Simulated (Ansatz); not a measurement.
An Ansatz (a program for electronic structure) run. Input:

Ansatz 0.2 input:
```yaml
crystal:
  lattice:
    - [0.0, 2.8458494144, 2.8458494144]
    - [2.8458494144, 0.0, 2.8458494144]
    - [2.8458494144, 2.8458494144, 0.0]
  atoms:
    - { symbol: Cu, position: [0.75, 0.75, 0.75] }
    - { symbol: Cu, position: [0.5, 0.5, 0.5] }
    - { symbol: Se, position: [0.0, 0.0, 0.0] }
kpoints:
  mp_grid: { grid: [12, 12, 12] }
basis: { xc_grid: 2 }
hamiltonian:
  xc: pbesol
  pseudopotentials: { kind: paw }
scf:
  occupations: { method: gaussian, width: 0.05 }
checkpoint: { read: metal.run }
output: { bader: true, populations: true }
```

Output (shortened):

```
Pseudopotential: Cu, paw, valence charge 19
Pseudopotential: Se, paw, valence charge 16
Functional definition: PBEsol
Crystal: 3 atoms, lattice volume = 46.096 Å³
Basis set: ecut = 420 eV, 893 PW (Γ), exchange–correlation on 54×54×54 points (8 copies of the dense FFT grid, shifted against one another)
Bands: 33, of which v1, the nominal top of the filled ones, is band 27 counted from 1 (26 counted from 0)
Symmetry: 24 space group operations
Space group: F-43m (ITA 216), of the structure as read, at distance tolerance 3.6e-5 Å
k-points: 72 of 1728 (time reversal used)
Stability of the state it starts from, as read at its close in the unpolarized treatment …
iter 1 solved again at ethr=1.43e-8 eV; its pass at ethr=3.10e-3 eV (dr2=7.74e-6 eV) is discarded
SCF iter   1: F=—  HF=-18601.610496 eV  |F-HF|=—  |Δ(HF+E_count)|=         —  Δρ=3.76e-7  dr2=3.36e-11  ethr=1.43e-8  ⟨swp⟩=3.2  Hψ=15397  notcnv=0
preconditioner: auto → Kerker (q_TF=auto, 2.801 Å⁻¹)
SCF iter   2: F=-18601.610496 eV  HF=-18601.610496 eV  |F-HF|=2.91e-11  |Δ(HF+E_count)|=   3.11e-9  Δρ=2.16e-7  dr2=9.90e-12  ethr=1.00e-12  ⟨swp⟩=5.9  Hψ=9715  notcnv=0
SCF 1 converged in 2 iterations: F = -18601.610496 eV  dr2 = 9.90e-12
SCF converged after 2 iterations
Free energy (F): -18601.610496 eV
Harris-Foulkes:  -18601.610496 eV  (|F-HF|=2.91e-11)
Internal energy: -18601.609949 eV  (E = F + TS)
E sigma→0 (E₀):  -18601.610223 eV
Entropy (-TS):   -0.000548 eV (-0.183 meV/atom)
Fermi energy:    13.483899 eV
--- Per-component energies (eV) ---
  E_band       = -1148.358952
  E_kinetic    = 720.725635
  E_local      = -11472.822984  (includes V_loc(G=0)·N_el)
  E_nonlocal   = 208.428054
  E_hartree    = 5215.575535
  E_xc         = -279.851649
  E_vxc        = -326.933689  (∫ρ·V_xc dr)
  E_paw        = -5135.671291  (= ΣΔE_a)
  E_vpaw       = -708.907210  (= ΣTr[D̂ρ^β])
  E_aug_tail   = -0.000191  (compensation charges beyond the density's cutoff)
  E_ewald      = -7859.413913
  E_core_change = 1.420855  (= ΣΔE_core)
  E_smearing   = -0.000548  (= −TS)
  E_closure    = 0.000000  (closes the sum)
  Σ components = -18601.610496   (vs F -18601.610496, Δ=0.00e0)
  [band-id]    e_kinetic+e_local+e_nonlocal+2·e_hartree+e_vxc+e_vpaw+e_augmentation_tail = -1148.359314   (vs E_band -1148.358952, Δ=-3.62e-4)
--- Band table (eV; the first three rows and the last of 72) ---
  k-point 0: bands = ["-99.0540", "-98.0948", "-56.5930", "-56.5930", "-56.5930", "-55.6557", "-55.6557", "-55.6557", "-34.9953", "-34.9953", "-34.9953", "-34.9917", "-34.9917", "-1.3669", "8.7918", "8.7918", "8.7918", "9.9144", "9.9144", "10.8763", …
  k-point 1: bands = ["-99.0540", "-98.0949", "-56.5930", "-56.5930", "-56.5930", "-55.6557", "-55.6557", "-55.6557", "-34.9953", "-34.9952", "-34.9952", "-34.9917", "-34.9917", "-1.3143", "8.5896", "8.7762", "8.7762", "9.9397", "9.9397", "10.7294", …
  k-point 2: bands = ["-99.0540", "-98.0949", "-56.5931", "-56.5931", "-56.5930", "-55.6558", "-55.6557", "-55.6557", "-34.9953", "-34.9952", "-34.9952", "-34.9917", "-34.9917", "-1.1642", "8.0583", "8.7362", "8.7362", "10.0016", "10.0016", "10.4617", …
  k-point 71: bands = ["-99.0539", "-98.0949", "-56.5936", "-56.5936", "-56.5925", "-55.6565", "-55.6553", "-55.6553", "-34.9953", "-34.9952", "-34.9950", "-34.9917", "-34.9916", "-0.1523", "7.2262", "7.8312", "8.2889", "9.5987", "10.1276", "10.1533", …
--- Löwdin populations: 3 sites ---
  site symbol       q [e]
     0     Cu     18.4958
     1     Cu     18.5863
     2     Se     16.6177
  spilling = 0.005561 (of n_electrons = 54.000000)
--- Bader charges: 3 sites ---
  site symbol  charge [e]  shift [e]
     0     Cu      0.1983     0.0024
     1     Cu      0.2795     0.0008
     2     Se     -0.4777     0.0032
  shift: an alarm, by how much a part of what the PAW files miss would move the charge. Where it is large, compare
  with a run on PAW files of another source; a small one proves nothing
  estimated error of the sums over rays = 7.5e-4 e
```

Cost: about 30 core-seconds (a rough figure) on shared cores.

The workflow started from an entry of the Crystallography Open Database (COD). Its standing as an ambient phase is unchecked. The cell was relaxed with PBEsol under the symmetry of its start. At this level the phase is mechanically unstable. The run is not spin-polarised. Scalar-relativistic: spin–orbit coupling is off unless named, which matters more the heavier the elements.

Potentials: the later of the program's two PAW sets.

Ansatz is a plane-wave DFT program.
